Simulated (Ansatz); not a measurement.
Al2O3: which input changes reach the field gradients?

Cell: a refined structure from the COD, atoms as given.

Space group R-3c:H (No. 167); a = 4.7605, c = 12.9956 Å, γ = 120.00°.

```
site  Wyckoff  site symmetry       x       y       z
  Al      12c             3.  0.0000  0.0000  0.3522
   O      18e             .2  0.9733  0.3333  0.5833
```

One atom of each set is listed; the run and its k-mesh use a cell of 10 atoms with edges of 5.13, 5.13, 5.13 Å.

Reference run. The numbers come from a DFT calculation in Ansatz (PBE, plane waves and PAW, scalar-relativistic, 420 eV cutoff, Γ-centred 8×8×8 k-points, Fermi–Dirac smearing 0.02 eV).

It gives V_zz (10²¹ V/m²) O -3.88 (η 0.51), Al 0.57 (η 0.00). Each of these runs changes the input as listed (caps on SCF iterations aside):

A. kpoints.mp_grid.grid: [8, 8, 8] → [3, 3, 3]
B. magnetization: not typed → {spin_polarized: true}; basis.ecutwfc: not typed → 200 eV
C. magnetization: not typed → {spin_polarized: true, spin_orbit: true}; hamiltonian.pseudopotentials: {kind: paw} → {kind: nc}

**Question.** Which of these changes matter for the gradients?

**Answer.** 

| run | O V_zz (η) | Al V_zz (η) | largest change of a gradient tensor, all atoms | note |
| --- | --- | --- | --- | --- |
| A | -3.88 (0.51) | 0.57 (0.00) | 0.00 | converged; mesh coarser than the reference's |
| B | -2.84 (0.53) | 0.64 (0.00) | 1.04 | converged; cutoff below the recommended one |
| C | – | – | – | refused: 3 input errors — fix all and re-run |

Run B moves them most, on O (V_zz from -3.88 to -2.84). Run C holds spin-orbit coupling on scalar files.

Run B changes magnetization, basis.ecutwfc together, so the table can't tell their shares apart.

On the reference run: At this cell the PBE pressure is 7 GPa, so with PBE the cell would grow if it were relaxed.
